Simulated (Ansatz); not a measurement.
Cu (body-centred tetragonal, space group No. 139) at seven volumes, plane-wave PAW r²SCAN (Ansatz code), shape and atoms relaxed at each. One row is withheld.

```
V (Å³/atom)  P (GPa)
-----------  -------
10.448         19.16
10.792             ?
11.136          5.28
11.481          0.00
11.825         -4.40
12.170         -8.06
12.514        -11.07
```

Q: Fit the shown pressures and predict the withheld one.

A: P = (3/2)B₀(x^(7/2) − x^(5/2))[1 + (3/4)(B′ − 4)(x − 1)] with x = (V₀/V)^(2/3). Least squares on the six rows gives V₀ = 11.481 Å³/atom, B₀ = 160 GPa, B′ = 5.08. At V = 10.792, x = 1.0421 and P = 11.59 GPa. The run itself gave 11.60 GPa.

Space group I4/mmm (body-centred tetragonal). The first step of the workflow began from a Materials Project structure, measured or hypothetical; the Crystallography Open Database copy checked does not list it. It is not the phase usual at ambient conditions (space group No. 225). Symmetry was held in the r²SCAN relaxation. At this level the phase is mechanically unstable. No spin polarisation was allowed.

Potentials: the later of the program's two PAW sets.
